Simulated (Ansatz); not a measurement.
Relaxed candidate structures of Hf:

**A**
```
CELL_PARAMETERS angstrom
      5.55695     0.00000     0.00000
      0.00000     5.55695     0.00000
      0.00000     0.00000     5.55695
ATOMIC_POSITIONS crystal
  Hf 0.25000 0.00000 0.50000
  Hf 0.75000 0.00000 0.50000
  Hf 0.00000 0.50000 0.25000
  Hf 0.00000 0.50000 0.75000
  Hf 0.50000 0.25000 0.00000
  Hf 0.50000 0.75000 0.00000
  Hf 0.00000 0.00000 0.00000
  Hf 0.50000 0.50000 0.50000
```

**B**
```
Hf
1.0
    3.15907     0.00000     0.00000
   -1.57954     2.73584     0.00000
    0.00000     0.00000     4.99993
Hf
2
Direct
  0.33333   0.66667   0.75000
  0.66667   0.33333   0.25000
```

**C**
```cif
data_Hf3
_chemical_formula_sum 'Hf3'
_space_group_name_H-M_alt 'P 1'
_space_group_IT_number 1
_cell_length_a 4.91905
_cell_length_b 4.91905
_cell_length_c 3.06121
_cell_angle_alpha 90.000
_cell_angle_beta 90.000
_cell_angle_gamma 120.000
loop_
_space_group_symop_operation_xyz
  'x, y, z'
loop_
_atom_site_label
_atom_site_type_symbol
_atom_site_fract_x
_atom_site_fract_y
_atom_site_fract_z
_atom_site_occupancy
Hf1 Hf 0.66667 0.33333 0.50000 1
Hf2 Hf 0.33333 0.66667 0.50000 1
Hf3 Hf 0.00000 0.00000 0.00000 1
```

**D**
```
Hf
1.0
   -1.74505     1.74505     1.74505
    1.74505    -1.74505     1.74505
    1.74505     1.74505    -1.74505
Hf
1
Direct
  0.00000   0.00000   0.00000
```

Problem. Order them by energy per atom (lowest first) at the level PBEsol (plane waves to 420 eV, PAW, scalar-relativistic; Ansatz, a program for electronic structure).

Solution. B (reference, the lowest among the structures calculated here), C (+0.03 eV/atom), D (+0.17 eV/atom), A (+0.23 eV/atom)

Probably no minimum, since a slightly shaken restart fell lower: Pm-3n, cP8 (by 0.12 eV/atom, to R3). Each run could gain symmetry but not lose that of its start, so entries can be saddle points. From databases, or of a type measured for this composition: P6₃/mmc, hP2, hcp (Mg type); P6/mmm, hP3; Im-3m, cI2, bcc (W type); the others are generated cells (placed on structure types, drawn at random, substituted or restacked) that were not matched to a known phase here. Energies are at zero temperature and pressure, without zero-point motion. No spin polarisation in the result.
